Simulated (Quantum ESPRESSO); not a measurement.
SnZn3TaCu2Ru, input and log of a self-consistent run

A calculation, not a measurement. The program is pw.x of Quantum ESPRESSO 7.5 (plane-wave density functional theory). The cell is made up: eight metal atoms on a face-centred cubic lattice, with elements, volume, strain and displacements drawn at random and not relaxed, so it may be unstable or far from any real phase. PseudoDojo standard norm-conserving files set the functional (PBE unless stated); there is no spin polarisation or spin-orbit coupling, the Fermi-Dirac width of 0.25 eV means electrons at about 2900 K, and the masses in the input are unused placeholders. The copper pseudopotential is less sure than most, with forces differing by about three percent and pressure by about two GPa from a second method on plain copper. The tin pseudopotential is less sure than most, with forces differing by about three percent from a second method on plain tin. Heavy elements are run without spin-orbit coupling, which real alloys of them have. A spin test at this wide smearing found no moment, but such smearing suppresses magnetism that the real alloy may have.

Input:

```
&control calculation='scf', pseudo_dir='./dojo.nc.sr.pbe.v0_5.standard.upf', outdir='./o', disk_io='minimal', tprnfor=.true., tstress=.true. /
&system ibrav=0, nat=8, ntyp=5, nbnd=81, ecutwfc=92.02030273, nosym=.true., tot_charge=0,
 occupations='smearing', smearing='fd', degauss=0.0183746611
/
&electrons conv_thr=1.470e-08, electron_maxstep=70, mixing_beta=0.5 /
ATOMIC_SPECIES
Cu 1.0 Cu.upf
Ru 1.0 Ru.upf
Sn 1.0 Sn.upf
Ta 1.0 Ta.upf
Zn 1.0 Zn.upf
CELL_PARAMETERS angstrom
1.8847 3.8406 1.9322
1.9797 -3.8882 1.9322
1.9322 -0.0238 -5.7965
ATOMIC_POSITIONS angstrom
Sn -0.0923 -0.0295 0.0749
Zn 1.9753 -1.9581 0.1021
Ta 1.8631 -0.0484 -1.8391
Cu 3.8856 -1.8418 -1.9015
Zn 1.9421 -0.0853 2.073
Cu 1.9352 1.8654 0.048
Zn 3.7876 -0.0029 0.0182
Ru 3.8721 1.82 -1.845
K_POINTS automatic
6 6 4 1 1 1
```

The log is shortened where brackets say so; the opening notice, blank lines, dates and the lines on written files are dropped, and the path of the files is cut. It prints rydbergs, bohrs and kilobars, and counts compression as positive stress. Its total energy is the free energy E - TS of the whole cell.

```
     Program PWSCF v.7.5
     Parallel version (MPI & OpenMP), running on       4 processor cores
     Number of MPI processes:                 4
     Threads/MPI process:                     1
     [start-up lines left out]
     bravais-lattice index     =            0
     lattice parameter (alat)  =       8.8708  a.u.
     unit-cell volume          =     778.7561 (a.u.)^3
     number of atoms/cell      =            8
     number of atomic types    =            5
     number of electrons       =       141.00
     number of Kohn-Sham states=           81
     kinetic-energy cutoff     =      92.0203  Ry
     charge density cutoff     =     368.0812  Ry
     scf convergence threshold =      1.5E-08
     mixing beta               =       0.5000
     number of iterations used =            8  plain     mixing
     Exchange-correlation= PBE
                           (   1   4   3   4   0   0   0)
     [axes and pseudopotential details left out]
   Cartesian axes
     site n.     atom                  positions (alat units)
         1        Sn     tau(   1) = (  -0.0196625  -0.0062843   0.0159558  )
         2        Zn     tau(   2) = (   0.4207941  -0.4171300   0.0217502  )
         3        Ta     tau(   3) = (   0.3968924  -0.0103106  -0.3917797  )
         4        Cu     tau(   4) = (   0.8277414  -0.3923549  -0.4050726  )
         5        Zn     tau(   5) = (   0.4137216  -0.0181713   0.4416069  )
         6        Cu     tau(   6) = (   0.4122517   0.3973823   0.0102253  )
         7        Zn     tau(   7) = (   0.8068647  -0.0006178   0.0038771  )
         8        Ru     tau(   8) = (   0.8248655   0.3877109  -0.3930366  )
     number of k points=    72  Fermi-Dirac smearing, width (Ry)=  0.0184
                       cart. coord. in units 2pi/alat
        k(    1) = (   0.2277975   0.0028000  -0.0253073), wk =   0.0277778
        k(    2) = (   0.3796643   0.0046667  -0.1771511), wk =   0.0277778
     [further k points left out]
     Dense  grid:    92879 G-vectors     FFT dimensions: (  60,  60,  72)
     Estimated max dynamical RAM per process >     445.60 MB
     Estimated total dynamical RAM >       1.67 GB
     Initial potential from superposition of free atoms
     starting charge     140.9957, renormalised to     141.0000
     Starting wfcs are   79 randomized atomic wfcs +    2 random wfcs
     total cpu time spent up to now is        8.0 secs
     per-process dynamical memory:   365.5 Mb
     Self-consistent Calculation
     iteration #  1     ecut=    92.02 Ry     beta= 0.50
     Davidson diagonalization with overlap
     ethr =  1.00E-02,  avg # of iterations =  3.0
     total cpu time spent up to now is       30.3 secs
     total energy              =   -2500.40927457 Ry
     estimated scf accuracy    <       3.70970121 Ry
     iteration #  2     ecut=    92.02 Ry     beta= 0.50
     Davidson diagonalization with overlap
     ethr =  2.63E-03,  avg # of iterations =  3.0
     total cpu time spent up to now is       58.5 secs
     total energy              =   -2501.60172517 Ry
     estimated scf accuracy    <      10.34778788 Ry
     iteration #  3     ecut=    92.02 Ry     beta= 0.50
     Davidson diagonalization with overlap
     ethr =  2.63E-03,  avg # of iterations =  2.2
     total cpu time spent up to now is       84.1 secs
     total energy              =   -2502.44555901 Ry
     estimated scf accuracy    <       2.64123479 Ry
     iteration #  4     ecut=    92.02 Ry     beta= 0.50
     Davidson diagonalization with overlap
     ethr =  1.87E-03,  avg # of iterations =  2.0
     total cpu time spent up to now is      101.2 secs
     total energy              =   -2502.57342258 Ry
     estimated scf accuracy    <       0.48899451 Ry
     iteration #  5     ecut=    92.02 Ry     beta= 0.50
     Davidson diagonalization with overlap
     ethr =  3.47E-04,  avg # of iterations =  2.0
     total cpu time spent up to now is      117.6 secs
     total energy              =   -2502.57109352 Ry
     estimated scf accuracy    <       0.12629541 Ry
     [iterations 6 to 8 left out]
     iteration #  9     ecut=    92.02 Ry     beta= 0.50
     Davidson diagonalization with overlap
     ethr =  7.45E-07,  avg # of iterations =  1.2
     total cpu time spent up to now is      187.1 secs
     total energy              =   -2502.59617212 Ry
     estimated scf accuracy    <       0.00004835 Ry
     iteration # 10     ecut=    92.02 Ry     beta= 0.50
     Davidson diagonalization with overlap
     ethr =  3.43E-08,  avg # of iterations =  2.1
     total cpu time spent up to now is      203.8 secs
     total energy              =   -2502.59618000 Ry
     estimated scf accuracy    <       0.00000133 Ry
     iteration # 11     ecut=    92.02 Ry     beta= 0.50
     Davidson diagonalization with overlap
     ethr =  9.46E-10,  avg # of iterations =  3.4
     total cpu time spent up to now is      222.3 secs
     total energy              =   -2502.59618007 Ry
     estimated scf accuracy    <       0.00000085 Ry
     iteration # 12     ecut=    92.02 Ry     beta= 0.50
     Davidson diagonalization with overlap
     ethr =  6.06E-10,  avg # of iterations =  2.0
     total cpu time spent up to now is      238.5 secs
     total energy              =   -2502.59618019 Ry
     estimated scf accuracy    <       0.00000002 Ry
     iteration # 13     ecut=    92.02 Ry     beta= 0.50
     Davidson diagonalization with overlap
     ethr =  1.65E-11,  avg # of iterations =  2.0
     total cpu time spent up to now is      255.7 secs
     End of self-consistent calculation
     [lines on levels left out]
!    total energy              =   -2502.59618020 Ry
     estimated scf accuracy    <          2.8E-09 Ry
     smearing contrib. (-TS)   =      -0.05978736 Ry
     internal energy E=F+TS    =   -2502.53639284 Ry
     The total energy is F=E-TS. E is the sum of the following terms:
     one-electron contribution =   -1341.26863617 Ry
     hartree contribution      =     747.94856483 Ry
     xc contribution           =    -336.31480232 Ry
     ewald contribution        =   -1572.90151917 Ry
     convergence has been achieved in  13 iterations
     Forces acting on atoms (cartesian axes, Ry/au):
     atom    1 type  3   force =     0.03829558    0.00312425    0.04862292
     atom    2 type  5   force =    -0.00107848    0.00493967   -0.00856589
     atom    3 type  4   force =     0.05040388    0.00938278   -0.07853895
     atom    4 type  1   force =    -0.01790981   -0.04536592    0.02535520
     atom    5 type  5   force =    -0.01661057    0.01176125   -0.03403048
     atom    6 type  1   force =    -0.00651642   -0.00111478   -0.00066706
     atom    7 type  5   force =     0.00365560   -0.01050194    0.04101094
     atom    8 type  2   force =    -0.05023978    0.02777468    0.00681333
     Total force =     0.150073     Total SCF correction =     0.000146
     Computing stress (Cartesian axis) and pressure
          total   stress  (Ry/bohr**3)                   (kbar)     P=      108.32
   0.00090291  -0.00003137   0.00003621          132.82       -4.61        5.33
  -0.00003137   0.00051542  -0.00012795           -4.61       75.82      -18.82
   0.00003621  -0.00012795   0.00079067            5.33      -18.82      116.31
     init_run     :      7.49s CPU      7.85s WALL (       1 calls)
     electrons    :    242.02s CPU    247.71s WALL (       1 calls)
     forces       :      2.46s CPU      2.47s WALL (       1 calls)
     stress       :      8.51s CPU      8.51s WALL (       1 calls)
     [timing details left out]
     PWSCF        :   4m20.62s CPU   4m26.77s WALL
     JOB DONE.
```

In other units: free energy -34049.556 eV for the cell, pressure 10.83 GPa, largest force component 2.019 eV/Å in size. The run took 269 s of wall time with four MPI processes on a shared machine (Intel Xeon, 2023 or later, virtual cores), so the time is rough. A rerun of this cell at a higher cutoff and on a denser mesh moved values by no more than 0.003 eV in energy, 0.03 GPa in stress and 0.003 eV/Å in force, and a second program with other atomic files agreed on that cell to 2 % rms in force and 0.5 GPa in pressure.